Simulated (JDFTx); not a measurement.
An input for JDFTx (a modified build) (W(100), CANDLE, water, 1 M NaF; bohr, hartree) and the course of its log:

```
lattice \
  5.9910365274 0.0000000000 0.0000000000 \
  0.0000000000 5.9910365274 0.0000000000 \
  0.0000000000 0.0000000000 42.1408925792
coords-type Lattice
ion W 0.0000000000 0.0000000000 -0.1421668160 0
ion W 0.5000000000 0.5000000000 -0.0710834080 0
ion W 0.0000000000 0.0000000000 0.0000000000 0
ion W 0.5000000000 0.5000000000 0.0710834080 0
ion W 0.0000000000 0.0000000000 0.1421668160 0
ion-species pseudo/w_pbe_v1.2.upf
elec-cutoff 20 100
elec-ex-corr gga-PBE
coulomb-interaction Slab 001
coulomb-truncation-embed 0 0 0
kpoint-folding 8 8 1
elec-smearing Fermi 0.01
elec-n-bands 47
symmetries none
electronic-scf nIterations 100 energyDiffThreshold 1e-08
fluid LinearPCM
pcm-variant CANDLE
fluid-solvent H2O
fluid-cation Na+ 1
fluid-anion F- 1
fluid-minimize nIterations 400 knormThreshold 1e-11
wavefunction read vac.wfns
elec-initial-eigenvals vac.eigenvals
dump-name f0.$VAR
dump End State Ecomponents EigStats BandEigs Forces ElecDensity IonicPositions Fillings Kpoints Dtot FluidDebug BoundCharge FluidDensity
```

```
[one cycle in 5 is shown, and the last three; fluid-solver lines are left out]
	FillingsUpdate:  mu: -0.145444666  nElectrons: 70.000000
SCF: Cycle:  0   F: -343.424632087485804   dF: +1.747e-04   |Residual|: 3.344e-03   |deigs|: 5.023e-05
	FillingsUpdate:  mu: -0.140016329  nElectrons: 70.000000
SCF: Cycle:  5   F: -343.424923721334835   dF: -4.830e-06   |Residual|: 4.783e-04   |deigs|: 1.700e-03
	FillingsUpdate:  mu: -0.138711613  nElectrons: 70.000000
SCF: Cycle: 10   F: -343.424929118511329   dF: -6.916e-07   |Residual|: 1.415e-04   |deigs|: 4.331e-05
	FillingsUpdate:  mu: -0.138764870  nElectrons: 70.000000
SCF: Cycle: 15   F: -343.424929177882746   dF: +1.134e-07   |Residual|: 1.239e-04   |deigs|: 5.334e-05
	FillingsUpdate:  mu: -0.138763064  nElectrons: 70.000000
SCF: Cycle: 20   F: -343.424929698756387   dF: -1.301e-07   |Residual|: 4.975e-05   |deigs|: 1.043e-05
	FillingsUpdate:  mu: -0.138775117  nElectrons: 70.000000
SCF: Cycle: 25   F: -343.424929610589061   dF: +1.403e-07   |Residual|: 6.160e-05   |deigs|: 5.708e-06
	FillingsUpdate:  mu: -0.138760665  nElectrons: 70.000000
SCF: Cycle: 30   F: -343.424929739911249   dF: -7.288e-08   |Residual|: 3.045e-05   |deigs|: 1.651e-05
	FillingsUpdate:  mu: -0.138764273  nElectrons: 70.000000
SCF: Cycle: 35   F: -343.424929733428485   dF: +1.693e-08   |Residual|: 2.329e-05   |deigs|: 3.231e-06
	FillingsUpdate:  mu: -0.138765204  nElectrons: 70.000000
SCF: Cycle: 40   F: -343.424929744701501   dF: +9.137e-09   |Residual|: 1.645e-05   |deigs|: 1.642e-06
	FillingsUpdate:  mu: -0.138770197  nElectrons: 70.000000
SCF: Cycle: 45   F: -343.424929742422933   dF: -5.386e-08   |Residual|: 2.173e-05   |deigs|: 1.558e-06
	FillingsUpdate:  mu: -0.138761888  nElectrons: 70.000000
SCF: Cycle: 50   F: -343.424929711710035   dF: +2.152e-08   |Residual|: 3.717e-05   |deigs|: 1.941e-06
	FillingsUpdate:  mu: -0.138762862  nElectrons: 70.000000
SCF: Cycle: 55   F: -343.424929719566080   dF: -1.004e-07   |Residual|: 4.089e-05   |deigs|: 1.096e-05
	FillingsUpdate:  mu: -0.138765351  nElectrons: 70.000000
SCF: Cycle: 60   F: -343.424929743568498   dF: +9.911e-09   |Residual|: 1.896e-05   |deigs|: 5.159e-06
	FillingsUpdate:  mu: -0.138767314  nElectrons: 70.000000
SCF: Cycle: 65   F: -343.424929742686686   dF: -3.671e-08   |Residual|: 1.924e-05   |deigs|: 4.976e-06
	FillingsUpdate:  mu: -0.138766048  nElectrons: 70.000000
SCF: Cycle: 70   F: -343.424929735670787   dF: +1.252e-08   |Residual|: 2.422e-05   |deigs|: 6.656e-06
	FillingsUpdate:  mu: -0.138772318  nElectrons: 70.000000
SCF: Cycle: 75   F: -343.424929688600116   dF: +2.985e-08   |Residual|: 4.637e-05   |deigs|: 2.053e-05
	FillingsUpdate:  mu: -0.138750825  nElectrons: 70.000000
SCF: Cycle: 80   F: -343.424929736688455   dF: -1.285e-08   |Residual|: 2.143e-05   |deigs|: 2.890e-05
	FillingsUpdate:  mu: -0.138762313  nElectrons: 70.000000
SCF: Cycle: 85   F: -343.424929749028308   dF: -1.267e-07   |Residual|: 1.872e-05   |deigs|: 3.844e-05
	FillingsUpdate:  mu: -0.138750434  nElectrons: 70.000000
SCF: Cycle: 90   F: -343.424929602205168   dF: +1.464e-07   |Residual|: 5.984e-05   |deigs|: 3.718e-05
	FillingsUpdate:  mu: -0.138767785  nElectrons: 70.000000
SCF: Cycle: 95   F: -343.424929739486799   dF: -1.620e-08   |Residual|: 2.114e-05   |deigs|: 6.058e-06
	FillingsUpdate:  mu: -0.138772468  nElectrons: 70.000000
SCF: Cycle: 97   F: -343.424929730618715   dF: +2.226e-08   |Residual|: 2.577e-05   |deigs|: 1.685e-06
	FillingsUpdate:  mu: -0.138760379  nElectrons: 70.000000
SCF: Cycle: 98   F: -343.424929710066010   dF: +2.055e-08   |Residual|: 3.901e-05   |deigs|: 1.364e-05
	FillingsUpdate:  mu: -0.138767152  nElectrons: 70.000000
SCF: Cycle: 99   F: -343.424929742546738   dF: -3.248e-08   |Residual|: 1.789e-05   |deigs|: 6.200e-06
SCF: None of the convergence criteria satisfied after 100 iterations.
IonicMinimize: Iter:   0  F: -343.424929742546738  |grad|_K:  0.000e+00
IonicMinimize: Converged (|grad|_K<1.000000e-04).
```

This run gave no converged result. The loop ran out of cycles short of its threshold. It has stalled and not diverged: the last ten energies span 2e-07 Ha, so the total is near its end, but levels, forces and charges aren't shown converged.
